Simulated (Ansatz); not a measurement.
## Data sheet: GaN (DFT)

GaN:
```yaml
crystal:
  lattice:
    - [3.15092, 0.00000, 0.00000]
    - [-1.57546, 2.72878, 0.00000]
    - [0.00000, 0.00000, 10.28298]
  atoms:
    - { symbol: Ga, position: [0.00000, 0.00000, 0.00044] }
    - { symbol: Ga, position: [0.00000, 0.00000, 0.50044] }
    - { symbol: Ga, position: [0.66667, 0.33333, 0.75021] }
    - { symbol: Ga, position: [0.33333, 0.66667, 0.25021] }
    - { symbol: N, position: [0.00000, 0.00000, 0.81257] }
    - { symbol: N, position: [0.00000, 0.00000, 0.31257] }
    - { symbol: N, position: [0.66667, 0.33333, 0.56241] }
    - { symbol: N, position: [0.33333, 0.66667, 0.06241] }
```

Space group P6_3mc (No. 186); conventional cell a = b = 3.1509 Å, c = 10.2830 Å, α = β = 90.00°, γ = 120.00°.

Method: LDA in the plane-wave PAW code Ansatz. The cell and atoms are relaxed at this level. Other levels are named where they apply.

### Cell and energy

```
Quantity                                                      Result
-----------------------------------------------------  -------------
Volume per atom                                             11.05 Å³
Density                                                   6.29 g/cm³
Formation energy from the elements (no fitted shifts)  -0.73 eV/atom
```

### Electronic structure

```
Quantity                                                    Value
--------------------------------------------  -------------------
Band gap                                         2.04 eV (direct)
Valence-band maximum                                         at Γ
Conduction-band minimum                                      at Γ
Electron effective mass                       0.18 mₑ (isotropic)
Hole effective mass, band 2 of 2 at the edge    0.17 along x (mₑ)
```

### Mechanics

```
Item                                                                                                          Result
-----------------------------------------------------------  -------------------------------------------------------
Bulk modulus (Birch–Murnaghan fit)                                                                         2020 kbar
Pressure derivative B′                                                                                           4.4
Elastic constants (relaxed ions, GPa)                        C11 = 366, C12 = 143, C13 = 97.5, C33 = 414, C44 = 96.8
Mechanical stability                                                          stable (all eigenvalues of C positive)
Hill bulk and shear moduli                                                                           202 and 113 GPa
Young's modulus                                                                                              286 GPa
Poisson's ratio                                                                                                 0.26
Debye temperature from the elastic constants                                                                   630 K
Piezoelectric stress constants (proper, relaxed ions, C/m²)          e15 = e24 = 0.29, e31 = e32 = 0.36, e33 = -0.65
```

### Dielectric response

```
Quantity                                                                         Value
--------------------------------------------------------  ----------------------------
Electronic dielectric constant ε∞ (DFPT)                     5.70 (xx = yy), 5.80 (zz)
Static dielectric constant ε0 (ions relaxed, cell fixed)     9.89 (xx = yy), 10.4 (zz)
Born charges (a third of the trace)                       Ga +2.62 to +2.65, N -2.63 e
Largest static χ(2) component                                                 8.1 pm/V
```

### Phonons

```
Item                                                                       Value
--------------------------------------------------  ----------------------------
Highest zone-centre frequency (without LO–TO term)                     716 cm^-1
Zone-centre stability                                     no imaginary mode at Γ
Dynamical stability on the path                     stable (no imaginary branch)
Zero-point energy                                                  78.8 meV/atom
Vibrational entropy at 300 K                             16.1 J/(K·mol of atoms)
```

The cell is a constructed one: a structure type filled with these elements. Its sites differ from those of the usual phase in this space group: another stacking or structure type. The cell was relaxed with LDA under the symmetry of its start. Signs of piezoelectric constants follow the polarity of the cell as given. The references are the lowest solids computed at this level, not always the standard phases (solids in place of the gases). Scalar-relativistic: spin–orbit coupling is off unless named, which matters more the heavier the elements.

Potentials: the later of the program's two PAW sets.
